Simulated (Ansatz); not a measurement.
# Settings and field gradients in InP with Zn replacing In

Cell: a supercell of InP (zinc blende type, F-43m) built from a COD entry (the entry's cell lengths or inner coordinates differ somewhat from later room-temperature determinations), with all atoms left at the host's positions.

Space group F-43m (No. 216); a = 17.5830 Å.

| site | Wyckoff | site symmetry | x | y | z |
| --- | --- | --- | --- | --- | --- |
| Zn | 4a | -43m | 0.0000 | 0.0000 | 0.0000 |
| In2 | 48h | ..m | 0.1667 | 0.0000 | 0.1667 |
| In5 | 16e | .3m | 0.3333 | 0.8333 | 0.1667 |
| In9 | 16e | .3m | 0.6667 | 0.6667 | 0.3333 |
| In15 | 24f | 2.mm | 0.5000 | 0.6667 | 0.5000 |
| P28 | 16e | .3m | 0.0833 | 0.9167 | 0.0833 |
| P29 | 24g | 2.mm | 0.2500 | 0.9167 | 0.2500 |
| P33 | 48h | ..m | 0.5833 | 0.7500 | 0.4167 |
| P41 | 16e | .3m | 0.4167 | 0.5833 | 0.4167 |
| P54 | 4c | -43m | 0.7500 | 0.2500 | 0.7500 |

One atom of each set is listed; the run and its k-mesh use a cell of 54 atoms with edges of 12.43, 12.43, 12.43 Å.

Reference run. The numbers come from a DFT calculation in Ansatz (PBE, plane waves and PAW, scalar-relativistic, collinear spin, 420 eV cutoff, Γ-centred 2×2×2 k-points, Fermi–Dirac smearing 0.01 eV). Start moments as typed (μB): 1 on each Zn, none on the rest.

It gives V_zz (10²¹ V/m²) P28 -1.88 (η 0.00), In2 -1.55 (η 0.14), among others. Each of these runs changes the input as listed (caps on SCF iterations aside):

A. kpoints.mp_grid.grid: [2, 2, 2] → [1, 1, 1]
B. scf.lower_state_search: not typed → off

**Question.** How does each run end, and how far do the gradients move?

**Answer.** 

| run | P28 V_zz (η) | In2 V_zz (η) | largest change of a gradient tensor, all atoms | note |
| --- | --- | --- | --- | --- |
| A | -2.19 (0.00) | -1.94 (0.10) | 0.40 | converged; mesh coarser than the reference's; absolute moment 0.0 → 1.0 μB |
| B | -1.88 (0.00) | -1.55 (0.14) | 0.00 | converged |

Run A moves them most, on In2 (V_zz from -1.55 to -1.94). Run A holds the Γ point alone as its k-mesh, so its numbers aren't properties of the crystal.

On the reference run: The defect repeats with the cell of 54 atoms, so it feels its images: sites between two images don't show the values beside a lone defect, and zeros or small values of η there can come from the images' arrangement. The defect cell has no gap above 0.1 eV on its mesh, so the values can hang on the smearing and the k-mesh. Without spin–orbit coupling (the program notes it for In) the gradients can shift somewhat, as the gap is small. The start moments die out, and the run ends without spin. The neighbours have not yet relaxed around the defect (largest force 0.92 eV/Å), so a real crystal will differ.
